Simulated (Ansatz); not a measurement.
A relaxation computed with Ansatz, from input to last step.

```yaml
crystal:
  lattice:
    - [4.09707926, 0.0, 0.0]
    - [0.0, 4.09707926, 0.0]
    - [0.0, 0.0, 8.78583658]
  atoms:
    - { symbol: Zr, position: [0.5, 0.0, 0.26356537] }
    - { symbol: Zr, position: [0.0, 0.5, 0.73643463] }
    - { symbol: Sn, position: [0.0, 0.0, 0.0] }
    - { symbol: Sn, position: [0.5, 0.5, 0.0] }
    - { symbol: Te, position: [0.5, 0.0, 0.61941346] }
    - { symbol: Te, position: [0.0, 0.5, 0.38058654] }
basis:
  ecutwfc: 420
kpoints:
  mp_grid: { grid: [10, 10, 4] }
hamiltonian:
  xc: pbesol
scf:
  occupations: { method: gaussian, width: 0.1 }
output:
  forces: true
  stress: true
  eigenvalues: true
relax:
  adjacent_minimum: "off"
  f_tol: 0.01
  max_steps: 40
```

```bash
ansatz run input.yaml --threads 2 --pin off --max-ram 5120MiB --backend cpu --events-out ev --progress --plain --runs-dir out
```

Method: DFT PBEsol, scalar-relativistic, plane waves, PAW (Ansatz 0.2.0).

Of 3 frames 3 are shown, positions in Å and forces in eV/Å; the SCF threshold varies from step to step. The mark taken_back stands on steps that the optimiser undid.

```xyz
6
Lattice="4.0971 0.0000 0.0000 0.0000 4.0971 0.0000 0.0000 0.0000 8.7858" Properties=species:S:1:pos:R:3:forces:R:3 pbc="T T T" step=1 free_energy_over_end_meV_per_atom=0.09
Zr    2.0485    0.0000    2.3156    0.0000    0.0000    0.0510
Zr    0.0000    2.0485    6.4702    0.0000    0.0000   -0.0510
Sn    0.0000    0.0000    0.0000    0.0000    0.0000    0.0000
Sn    2.0485    2.0485    0.0000    0.0000    0.0000    0.0000
Te    2.0485    0.0000    5.4421    0.0000    0.0000   -0.0429
Te    0.0000    2.0485    3.3438    0.0000    0.0000    0.0429
6
Lattice="4.0971 0.0000 0.0000 0.0000 4.0971 0.0000 0.0000 0.0000 8.7858" Properties=species:S:1:pos:R:3:forces:R:3 pbc="T T T" step=2 free_energy_over_end_meV_per_atom=0.12 taken_back
Zr    2.0485    0.0000    2.3282    0.0000    0.0000   -0.0748
Zr    0.0000    2.0485    6.4576    0.0000    0.0000    0.0748
Sn    0.0000    0.0000    0.0000    0.0000    0.0000    0.0000
Sn    2.0485    2.0485    0.0000    0.0000    0.0000    0.0000
Te    2.0485    0.0000    5.4304    0.0000    0.0000    0.0376
Te    0.0000    2.0485    3.3555    0.0000    0.0000   -0.0376
6
Lattice="4.0971 0.0000 0.0000 0.0000 4.0971 0.0000 0.0000 0.0000 8.7858" Properties=species:S:1:pos:R:3:forces:R:3 pbc="T T T" step=3 free_energy_over_end_meV_per_atom=0.00
Zr    2.0485    0.0000    2.3204    0.0000    0.0000    0.0053
Zr    0.0000    2.0485    6.4654    0.0000    0.0000   -0.0053
Sn    0.0000    0.0000    0.0000    0.0000    0.0000    0.0000
Sn    2.0485    2.0485    0.0000    0.0000    0.0000    0.0000
Te    2.0485    0.0000    5.4360    0.0000    0.0000   -0.0001
Te    0.0000    2.0485    3.3498    0.0000    0.0000    0.0001
```

Time: 46 s on 2 threads of Arm Neoverse V2, with other jobs on the host, peak memory 0.68 GiB.